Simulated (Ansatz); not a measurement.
## Phonon dispersion of Ga4AsP3

All numbers below come from Ansatz, DFT PBE, scalar-relativistic, plane waves, PAW. Settings: 420 eV plane-wave cutoff, Γ-centred 8×4×4 mesh, fixed occupations. No spin polarisation. Phonons by linear response, acoustic sum rule imposed.

Relaxed structure:
```
Ga P As
1.0
     3.93412    0.00000    0.00000
     0.00000    3.93549    5.56432
     0.00000   -3.93549    5.56432
Ga P As
4 3 1
Direct
  0.00000 0.99507 0.99507
  0.50000 0.50726 0.99717
  0.50000 0.99717 0.50726
  0.00000 0.50034 0.50034
  0.00000 0.62484 0.12511
  0.00000 0.12511 0.62484
  0.50000 0.62503 0.62503
  0.50000 0.12518 0.12518
```

The cell was found from a structure generator's guess, not taken from experiment. The q mesh is coarse, so values between its points are rough.

Force constants from linear response on a 2×1×1 q mesh.

Path: Γ–Y–C0 | SIGMA0–Γ–Z–A0 | E0–T–Y | Γ–S–R–Z–T. Only the points of the 2×1×1 mesh were computed; the rest is interpolation, which is rough on so few points. On the mesh no mode is imaginary. Distance along the path (Å⁻¹), then the branches (cm⁻¹, negative for imaginary; the LO field is included):
```
0.000  0 0 0 68 73 75 77 94 97 217 220 237 251 254 262 329 331 335 337 337 338 340 343 366
0.141  11 16 38 68 78 81 82 93 96 214 215 227 251 260 262 329 330 335 337 337 339 341 343 365
0.282  27 31 66 74 78 84 94 98 104 199 204 211 252 262 268 329 330 335 336 340 340 344 344 364
0.423  43 44 64 74 78 90 105 121 123 176 190 195 253 262 272 329 330 335 336 340 343 344 347 362
0.565  48 58 62 63 78 88 119 133 140 156 182 186 253 262 274 330 330 335 336 340 344 345 348 361
0.615  48 59 63 63 77 89 116 136 141 156 178 189 253 262 274 329 330 335 336 339 345 345 348 361
0.664  48 62 63 66 76 90 111 140 141 156 172 194 252 262 274 329 330 335 336 338 345 347 348 360
0.714  48 64 66 69 73 92 104 142 144 156 167 198 252 262 274 329 330 335 336 337 345 347 349 359
0.764  48 64 69 71 72 93 97 142 148 156 162 201 251 262 274 329 329 335 336 336 345 347 351 358
0.839  46 65 69 72 75 89 95 134 153 156 164 206 250 262 274 329 329 335 335 336 345 347 351 359
0.989  38 56 67 69 78 83 98 104 137 176 184 218 251 262 271 329 330 334 335 336 344 344 347 363
1.138  24 33 64 68 74 78 78 98 114 199 205 228 251 262 264 329 332 334 335 336 339 342 346 366
1.288  8 11 22 68 74 76 77 97 98 215 218 235 251 256 262 329 333 334 335 337 338 340 344 367
1.363  0 0 0 68 73 75 77 94 97 217 220 237 251 251 265 329 331 333 335 338 339 343 344 364
1.562  23 28 57 75 76 85 94 96 110 213 216 230 248 249 265 324 328 332 333 341 342 345 345 363
1.762  53 57 85 85 96 99 116 125 132 204 206 216 243 246 263 315 322 329 331 340 345 351 352 360
1.962  72 86 93 101 102 119 138 140 148 196 199 204 239 241 258 310 317 327 327 340 347 356 357 359
2.161  81 90 107 110 113 120 131 134 173 179 202 204 239 239 254 309 315 324 326 340 348 357 358 359
2.311  88 96 101 104 117 118 130 136 174 180 199 200 239 242 254 310 316 324 328 340 347 356 358 358
2.461  91 95 101 111 116 117 126 135 175 181 194 196 240 247 253 312 320 325 330 341 346 353 354 356
2.611  85 88 106 109 113 119 120 132 181 183 192 198 242 249 254 316 324 327 334 341 346 349 350 352
2.760  83 83 94 100 103 110 123 137 188 189 194 202 243 247 256 321 328 330 334 340 344 346 346 348
2.785  82 83 92 97 102 109 123 137 188 190 194 203 243 247 257 322 329 331 334 340 343 345 346 347
2.835  81 83 89 92 100 109 124 138 189 191 196 205 244 246 257 323 330 332 332 340 343 344 346 347
2.885  80 81 89 89 98 109 124 138 190 192 197 206 244 246 257 325 330 331 332 340 342 344 345 347
2.935  80 80 87 89 97 109 124 138 190 193 198 206 244 245 258 327 329 331 333 340 342 343 345 347
3.059  79 80 85 90 99 109 124 138 187 191 196 205 246 246 258 327 329 332 334 340 342 343 345 347
3.259  75 77 81 93 107 114 121 133 168 176 187 194 248 255 262 327 333 334 338 341 341 342 343 349
3.459  66 69 75 85 104 110 117 127 147 160 182 186 251 261 268 328 333 336 340 340 342 343 344 354
3.658  54 59 63 67 82 92 119 132 141 156 182 186 253 262 273 330 330 335 336 340 344 344 347 360
3.758  0 0 0 68 73 75 77 94 97 217 220 237 251 254 262 329 332 335 335 337 339 340 343 367
3.881  12 14 36 68 73 77 81 97 98 211 217 232 251 259 262 329 332 335 336 337 338 341 344 366
4.003  25 26 64 66 75 76 96 97 108 193 210 222 252 262 266 329 331 335 336 336 337 343 345 365
4.125  37 37 60 62 74 97 106 111 122 170 201 213 252 262 270 329 331 335 336 336 338 346 347 364
4.247  43 44 55 59 74 97 116 122 140 146 195 210 252 262 272 329 331 335 336 336 338 346 348 363
4.447  47 54 70 81 86 106 118 123 140 145 193 206 250 262 269 324 330 334 338 338 344 346 347 359
4.646  63 67 95 100 106 117 128 134 146 150 188 200 245 260 263 318 327 334 339 341 344 346 350 352
4.846  79 84 100 107 110 122 130 138 163 173 188 198 240 254 256 313 323 334 335 342 344 346 349 355
5.046  88 89 104 111 112 123 124 130 178 184 192 195 242 248 254 314 319 333 334 341 345 346 350 356
5.168  90 91 101 111 112 116 126 134 178 184 193 195 241 247 254 313 318 330 332 341 346 348 352 356
5.290  92 95 96 105 114 116 128 136 176 183 196 198 240 244 254 312 318 326 329 340 347 353 355 357
5.412  84 93 104 105 115 119 130 136 174 181 200 202 239 241 254 310 316 324 327 340 348 356 358 358
5.535  81 90 107 110 113 120 131 134 173 179 202 204 239 239 254 309 315 324 326 340 348 357 358 359
5.676  81 90 102 108 110 119 127 135 177 183 201 204 240 240 255 311 317 324 327 340 348 356 357 357
5.817  81 88 92 101 105 114 124 136 183 190 200 204 242 242 256 316 321 327 327 340 347 352 353 353
5.958  80 83 87 92 99 110 124 138 188 193 198 205 243 244 257 324 327 328 331 340 346 347 348 348
6.099  80 80 87 89 97 108 124 138 190 193 198 206 244 245 258 328 329 331 333 340 342 343 345 347
```
